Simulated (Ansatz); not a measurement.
# Is this TlRh2 structure a true minimum?

The structure comes from a generated guess, relaxed at this level; another structure or a mixture of phases may lie lower.

Computed with DFT PBE, scalar-relativistic, plane waves, PAW (Ansatz 0.2.0). Settings: cutoff 420 eV, Γ-centred mesh 18×18×8 on the computed 3-atom cell, Gaussian smearing of 0.10 eV; no spin polarisation.

The cell below (3 atoms, space group P-3m1 (No. 164)) is relaxed within its symmetry.

```
CELL_PARAMETERS angstrom
3.01475 0.00000 0.00000
-1.50738 2.61085 0.00000
0.00000 0.00000 6.57255
ATOMIC_POSITIONS crystal
Tl 0.00000 0.00000 0.00000
Rh 0.66667 0.33333 0.65297
Rh 0.33333 0.66667 0.34703
```

For the test a repeat of it with 6 atoms (edges 3.01, 5.22, 6.57 Å) was strained at random (σ = 1.5 % a component), the atoms were moved at random (σ = 0.15 Å), and all was relaxed again on a coarse 8×4×4 mesh (in the run’s order of axes) with 0.20 eV smearing, with no symmetry imposed.

Spin–orbit coupling, which can matter for Tl, is left out. The cell is a metal run without spin; a magnetic state may lie lower.

Problem. Is the structure stable against such a distortion?

Solution. It returns, within 1 meV/atom of the unmoved cell on that mesh and with the same symmetry when read at 0.1 Å (C2/m at 0.01 Å, so small strains and shifts remain). No instability shows in this cell; modes of other wave vectors, which need another repeat, aren't tested.
